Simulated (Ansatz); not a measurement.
A relaxation computed with Ansatz, from input to last step.

```yaml
crystal:
  lattice:
    - [4.4307812221, 0.0, 0.0]
    - [0.0, 4.4307812221, 0.0]
    - [0.0, 0.0, 7.1525237549]
  atoms:
    - { symbol: "Y", position: [0.0, 0.0, 0.0] }
    - { symbol: In, position: [0.0, 0.5, 0.298531954] }
    - { symbol: In, position: [0.0, 0.5, 0.701468046] }
    - { symbol: In, position: [0.5, 0.0, 0.298531954] }
    - { symbol: In, position: [0.5, 0.0, 0.701468046] }
    - { symbol: In, position: [0.5, 0.5, 0.0] }
    - { symbol: Rh, position: [0.0, 0.0, 0.5] }
basis:
  ecutwfc: 500
kpoints:
  mp_grid: { grid: [8, 8, 6] }
hamiltonian:
  xc: r2scan
scf:
  occupations: { method: gaussian, width: 0.1 }
output:
  forces: true
  stress: true
  eigenvalues: true
relax:
  adjacent_minimum: "off"
  f_tol: 0.01
  max_steps: 30
  cell: { stress_tol: 0.1, fix: [volume] }
```

```bash
ansatz run input.yaml --threads 2 --pin off --max-ram 5120MiB --backend cpu --events-out ev --progress --plain --runs-dir out
```

These are results of Ansatz 0.2.0, DFT r2SCAN, scalar-relativistic, plane waves, PAW, not measurements.

The volume is held at 0.88 times that of the relaxed cell.

Of 4 frames 3 are shown, positions in Å and forces in eV/Å; the SCF threshold varies from step to step. Steps run on the plane waves of an earlier cell, with a Pulay correction in the pressure. The basis is chosen afresh for the last frame, the zero of the energies, and at times for earlier ones too; energy and pressure step there, also at an unchanged geometry. The mark taken_back stands on steps that the optimiser undid.

```xyz
7
Lattice="4.4308 0.0000 0.0000 0.0000 4.4308 0.0000 0.0000 0.0000 7.1525" Properties=species:S:1:pos:R:3:forces:R:3 pbc="T T T" step=1 free_energy_over_end_meV_per_atom=0.28 pressure_GPa=13.95
Y     0.0000    0.0000    0.0000    0.0000    0.0000    0.0000
In    0.0000    2.2154    2.1353    0.0000    0.0000   -0.1228
In    0.0000    2.2154    5.0173    0.0000    0.0000    0.1228
In    2.2154    0.0000    2.1353    0.0000    0.0000   -0.1228
In    2.2154    0.0000    5.0173    0.0000    0.0000    0.1228
In    2.2154    2.2154    0.0000    0.0000    0.0000    0.0000
Rh    0.0000    0.0000    3.5763    0.0000    0.0000    0.0000
7
Lattice="4.4278 0.0000 0.0000 0.0000 4.4278 0.0000 0.0000 0.0000 7.1623" Properties=species:S:1:pos:R:3:forces:R:3 pbc="T T T" step=2 free_energy_over_end_meV_per_atom=1.09 pressure_GPa=13.56 taken_back
Y     0.0000    0.0000    0.0000    0.0000    0.0000    0.0000
In    0.0000    2.2139    2.1148    0.0000    0.0000    0.2390
In    0.0000    2.2139    5.0475    0.0000    0.0000   -0.2390
In    2.2139    0.0000    2.1148    0.0000    0.0000    0.2390
In    2.2139    0.0000    5.0475    0.0000    0.0000   -0.2390
In    2.2139    2.2139    0.0000    0.0000    0.0000    0.0000
Rh    0.0000    0.0000    3.5812    0.0000    0.0000    0.0000
7
Lattice="4.4290 0.0000 0.0000 0.0000 4.4290 0.0000 0.0000 0.0000 7.1584" Properties=species:S:1:pos:R:3:forces:R:3 pbc="T T T" step=4 free_energy_over_end_meV_per_atom=0.00 pressure_GPa=13.81
Y     0.0000    0.0000    0.0000    0.0000    0.0000    0.0000
In    0.0000    2.2145    2.1291    0.0000    0.0000    0.0028
In    0.0000    2.2145    5.0292    0.0000    0.0000   -0.0028
In    2.2145    0.0000    2.1291    0.0000    0.0000    0.0028
In    2.2145    0.0000    5.0292    0.0000    0.0000   -0.0028
In    2.2145    2.2145    0.0000    0.0000    0.0000    0.0000
Rh    0.0000    0.0000    3.5792    0.0000    0.0000    0.0000
```

The run took 2.8 min on 2 threads of Oxide Virtual Turin-like Processor (Zen 5), with other jobs on the host, peak memory 1.1 GiB.